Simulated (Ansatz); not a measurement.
# Al₂As (CdCl2 type) from its elements: all-electron against pseudopotential results

```
CELL_PARAMETERS angstrom
1.78841 -1.03254 5.18419
0.00000 2.06507 5.18419
-1.78841 -1.03254 5.18419
ATOMIC_POSITIONS crystal
As 0.00000 0.00000 0.00000
Al 0.23240 0.23240 0.23240
Al 0.76760 0.76760 0.76760
```

The cell comes from a relaxation on PAW files under the same functional, begun from a prototype that needn't be the stable phase.

All numbers are PBEsol results (scalar-relativistic) from Ansatz 0.2.0, with a Γ-centred 13×13×13 k mesh, Fermi–Dirac smearing of 0.05 eV, no spin polarisation. Methods: LAPW: all electrons, basis error target 0.5 meV/atom; PAW: frozen-core files, cutoff 420 eV; crystal datasets: all electrons, by PAW datasets that the program makes for each cell.

The elements are taken as Al fcc, As grey As, each relaxed on PAW files under the same functional and computed by the same method as the compound; zero-point and thermal terms are left out. The functional lacks long-range dispersion, which matters for the layered or molecular reference states.

The PAW files were made under PBE.

(1) Give the formation energy by each method, with the residual pressure at this cell and the LAPW gap.

(2) Give the LAPW value for one formula unit in kJ/mol.

(3) What Bader charges does the PAW density give?

Results:

(1) 

| method | ΔE(formation) (eV/atom) | P at this cell (GPa) | gap (eV) |
| --- | --- | --- | --- |
| LAPW | 0.044 | 0.02 | 0.00 |
| PAW | 0.044 | 0.01 | – |
| crystal datasets | 0.044 | 0.02 | – |

(2) 0.044 eV/atom × 3 atoms × 96.485 kJ/(mol·eV) = 12.7 kJ/mol, at zero temperature and without zero-point motion.

(3) As1 -1.88 e, Al2 +0.94 e.
